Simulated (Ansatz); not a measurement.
Here is the system:

Cl:
```yaml
crystal:
  lattice:
    - [-2.62067, 2.62067, 1.81031]
    - [2.62067, -2.62067, 1.81031]
    - [2.62067, 2.62067, -1.81031]
  atoms:
    - { symbol: Cl, position: [0.75000, 0.25000, 0.50000] }
    - { symbol: Cl, position: [0.00000, 0.00000, 0.00000] }
```

This is the PBE-relaxed structure.

### Question
All from the program Ansatz at the PBE level (PAW), unless another level is named. Estimate the electronic character.

### Answer
metallic (no gap).

### Question
Predict the density of states at the Fermi level.

### Answer
2.6 states/eV per atom (mean over ±0.08 eV).

Space group I4_1/amd (β-Sn type). The cell is a constructed one: a structure type filled with these elements; neither database checked (COD, Materials Project) lists it. It is not the usual solid phase (space group No. 64). The cell was relaxed with PBE under the symmetry of its start; its stability against distortions is not shown here. The substance is a gas or liquid at ambient conditions.

Potentials: the later of the program's two PAW sets.
